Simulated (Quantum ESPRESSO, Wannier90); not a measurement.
**Wannierisation of SnO$_{2}$ (Pnnm)**

```xyz
6
Lattice="4.7880 0.0000 0.0000 0.0000 4.8666 0.0000 0.0000 0.0000 3.2409" Properties=species:S:1:pos:R:3 pbc="T T T"
Sn     2.3940     2.4333     1.6204
Sn     0.0000     0.0000     0.0000
O      1.3974     1.5624     0.0000
O     -1.3974    -1.5624     0.0000
O     -0.9966     0.8709     1.6204
O      0.9966    -0.8709     1.6204
```

Structure: Materials Project mp-550172, symmetrised, not relaxed again. Not found in the COD (Crystallography Open Database) copy used, which has the formula in other groups; not checked further. Level: PBEsol, spinors with spin-orbit coupling; pw.x of Quantum ESPRESSO at 68 Ry with PseudoDojo potentials, 4×4×6 k-points, Wannier90. Density: 6×6×10 mesh, Gaussian smearing 0.01 Ry.

A tight-binding model is made by disentanglement and projection with no localisation steps (num_iter = 0), so the 48 orbitals stay atom-like: hydrogen-like Sn: s;p; O: s;p, axes along x, y, z; frozen window up to 5.72 eV relative to the valence-band maximum. It follows pw.x to 0.5 meV rms for states up to 1.7 eV relative to the valence-band maximum. Matrix elements depend on this choice of orbitals and windows.

Problem. What are the on-site energies relative to the valence-band maximum, and how fast do the hoppings decay?

Solution. 
```tsv
atom	orbitals	energy (eV)
Sn1	s↑ s↓	1.75
Sn1	pz↑ pz↓	9.28
Sn1	px↑ px↓	8.18
Sn1	py↑ py↓	8.22
Sn2	s↑ s↓	1.75
Sn2	pz↑ pz↓	9.28
Sn2	px↑ px↓	8.18
Sn2	py↑ py↓	8.22
O3	s↑ s↓	-15.67
O3	pz↑ pz↓	-1.96
O3	px↑ px↓ py↑ py↓	-1.72
O4	s↑ s↓	-15.67
O4	pz↑ pz↓	-1.96
O4	px↑ px↓ py↑ py↓	-1.72
O5	s↑ s↓	-15.67
O5	pz↑ pz↓	-1.96
O5	px↑ px↓ py↑ py↓	-1.72
O6	s↑ s↓	-15.67
O6	pz↑ pz↓	-1.96
O6	px↑ px↓ py↑ py↓	-1.72
```

```
distance of the centres (Å)  largest modulus (eV)
---------------------------  --------------------
2–3                                           1.8
3–4                                          0.71
4–5                                         0.071
5–6                                         0.040
6–7                                         0.032
7–8                                         0.011
8–9                                        0.0072
```
